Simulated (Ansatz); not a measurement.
NbCo2:
```cif
data_Co8Nb4
_chemical_formula_sum 'Nb4 Co8'
_space_group_name_H-M_alt 'P63/mmc'
_space_group_IT_number 194
_space_group_name_Hall '-P 6c 2c'
_cell_length_a 4.71109
_cell_length_b 4.71109
_cell_length_c 7.65181
_cell_angle_alpha 90.000
_cell_angle_beta 90.000
_cell_angle_gamma 120.000
loop_
_atom_site_label
_atom_site_type_symbol
_atom_site_symmetry_multiplicity
_atom_site_Wyckoff_symbol
_atom_site_fract_x
_atom_site_fract_y
_atom_site_fract_z
_atom_site_occupancy
Nb1 Nb 4 f 0.33333 0.66667 0.06505 1
Co1 Co 2 a 0.00000 0.00000 0.00000 1
Co2 Co 6 h 0.33658 0.16829 0.25000 1
```
The run is spin-polarised.

Relaxed at zero pressure with plane-wave PAW PBEsol (Ansatz code).

### Question
The volume is lowered by 9 % and shape and atoms relax at that volume. What pressure results, and how do the axes share the change?

### Answer
29.4 GPa; a -3.2 %, b -3.2 %, c -2.9 %; the energy rises by 92 meV/atom.

### Question
Give the new structure.

### Answer

Space group P6₃/mmc (No. 194); a = b = 4.5610 Å, c = 7.4291 Å, α = β = 90.00°, γ = 120.00°

| atom | site | symmetry | x | y | z |
|---|---|---|---|---|---|
| Nb | 4f | 3m. | 0.3333 | 0.6667 | 0.0654 |
| Co | 2a | -3m. | 0.0000 | 0.0000 | 0.0000 |
| Co | 6h | mm2 | 0.3364 | 0.1682 | 0.2500 |

The phase is kept; no other phase was compared at this pressure.

Space group P6_3/mmc. The workflow started from a Materials Project entry (that database holds measured and hypothetical structures alike); the Crystallography Open Database copy checked does not list it. COD files the formula under space group No. 227. Whether it is the stable phase at ambient conditions was not checked. The PBEsol relaxation kept the symmetry of its start; whether a distortion lowers the energy is not shown. Spin order of the final state: ferromagnetic, chosen from 2 collinear starts compared on coarse meshes (ties went to the first, and starts can fall back to one state), not a proven ground state. Axis ratios of metals converge slowly with the k-mesh, so a and c are less sure than the volume.

Potentials: the later of the program's two PAW sets.
